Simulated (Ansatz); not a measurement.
SrO:
Space group P6₃/mmc (No. 194); a = 3.547 Å, b = 3.547 Å, c = 6.209 Å, α = 90.00°, β = 90.00°, γ = 120.00°

| atom | site | symmetry | x | y | z |
|---|---|---|---|---|---|
| Sr | 2c | -6m2 | 0.3333 | 0.6667 | 0.2500 |
| O | 2a | -3m. | 0.0000 | 0.0000 | 0.0000 |

Relaxed with r²SCAN. 

### Question
HSE06 on this cell (Ansatz, a quantum-chemistry and plane-wave program, PAW) gives a gap of 4.53 eV. What does r²SCAN give?

### Answer
3.54 eV.

Cost on shared cores: the r²SCAN run (SCF on a 9×9×5 mesh, then bands and DOS) roughly 50 core-seconds, the HSE06 run (SCF on 7×7×4, then a few points) about 4 core-minutes (a rough figure); the tasks are unlike.

Space group P6_3/mmc (NiAs type). The workflow started from a Materials Project entry (that database holds measured and hypothetical structures alike); the Crystallography Open Database copy checked does not list it. It is not the phase usual at ambient conditions (space group No. 225). Symmetry was held in the r²SCAN relaxation; whether a distortion lowers the energy is not shown. Spin–orbit coupling is left out wherever it is not named.

Potentials: the later of the program's two PAW sets.

Ansatz is a plane-wave DFT program.
